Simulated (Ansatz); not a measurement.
## CuSn3: moving Sn off its site

CuSn3, I4/mmm, a = 4.618 Å, c = 8.452 Å. The structure is a Materials Project entry; whether it is the stable form wasn't checked. Ansatz: PBEsol, PAW, 420 eV, Γ-centred 14×14×14 mesh on 4 atoms, Gaussian smearing 0.15 eV; no spin polarisation.

```
CELL_PARAMETERS angstrom
-2.30912 2.30912 4.22602
2.30912 -2.30912 4.22602
2.30912 2.30912 -4.22602
ATOMIC_POSITIONS crystal
Cu 0.00000 0.00000 0.00000
Sn 0.75000 0.25000 0.50000
Sn 0.25000 0.75000 0.50000
Sn 0.50000 0.50000 0.00000
```

Atom 4 (Sn) moves by x along the unit vector (0.000, 0.000, -1.000), with its periodic images; all else is held. y is the free energy of the cell over the start, F the force along the path summed over the moved atoms. Symmetry makes y even in x.

| x (Å) | y (meV) | F (eV/Å) |
| --- | --- | --- |
| -0.600 | ? | ? |
| -0.300 | 256.2 | 1.72 |
| 0.000 | 0.0 | 0.00 |
| 0.150 | 64.1 | -0.85 |
| 0.450 | 582.8 | -2.65 |
| 0.525 | 799.4 | -3.13 |

Question: Fit y = c2 x² + c4 x⁴ to the energies of the other rows, give the force constant, and predict energy and force of the missing row.

Answer: Least squares on the rows shown. y = 2820.8 x² + 287.20 x⁴. The force constant is 2 c2 = 5.64 eV/Å² (for all images moving together, not for a lone atom). The force −dy/dx at the missing row is 3.63 eV/Å (computed 3.60). At x = -0.600 the fit asked for gives 1052.7 meV. The run gave 1051.9 meV, so the fit is 0.8 meV too high, a small miss on the scale of the series.

Cost: 6 runs of about 3.9 core-minutes in all, on Intel Xeon 6975P-C (Granite Rapids) (shared hosts).